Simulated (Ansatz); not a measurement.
Consider the following.

PbS:
```
CELL_PARAMETERS angstrom
      0.00000     2.98714     2.98714
      2.98714     0.00000     2.98714
      2.98714     2.98714     0.00000
ATOMIC_POSITIONS crystal
  Pb 0.00000 0.00000 0.00000
  S  0.50000 0.50000 0.50000
```

This is the r²SCAN-relaxed structure.

All from r²SCAN (plane waves, PAW; program Ansatz), unless another level is named. Predict the electron effective mass.

0.17, 0.17, 0.19 mₑ (principal values).

Give the band gap.

0.69 eV (direct).

And the formation energy from the elements (no fitted shifts)?

-0.66 eV/atom.

Predict the electron effective mass with spin–orbit coupling.

0.062, 0.062, 0.088 mₑ (principal values).

Give the valence-band maximum.

at L.

Space group Fm-3m (rock salt). The r²SCAN relaxation kept the symmetry of its start. The references are the lowest solids computed at this level, not always the standard phases. Scalar-relativistic: spin–orbit coupling is off unless named, which matters more the heavier the elements.

Potentials: the later of the program's two PAW sets.
